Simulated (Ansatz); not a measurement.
Consider the following.

Ge:
```yaml
crystal:
  lattice:
    - [-2.53483, 2.53506, 1.39198]
    - [2.53483, -2.53506, 1.39198]
    - [2.53483, 2.53506, -1.39198]
  atoms:
    - { symbol: Ge, position: [0.62511, 0.87511, 0.75000] }
    - { symbol: Ge, position: [0.37489, 0.12489, 0.25000] }
```

This is the LDA-relaxed structure.

### Question
All from plane-wave PAW LDA (Ansatz code), unless another level is named. Estimate the electronic character.

### Answer
metallic (no gap).

### Question
Next, the density of states at the Fermi level?

### Answer
0.38 states/eV per atom (mean over ±0.08 eV).

Space group I4_1/amd (β-Sn type). This is a known high-pressure phase of the composition, computed here at zero pressure and temperature. The cell was relaxed with LDA under the symmetry of its start; whether a distortion lowers the energy is not shown. Scalar-relativistic: spin–orbit coupling is off unless named, which matters more the heavier the elements.

Potentials: the earlier of the program's two PAW sets. The files were generated under PBE; for other functionals the program regenerates the frozen cores, and for LDA and PBEsol the local potential too.
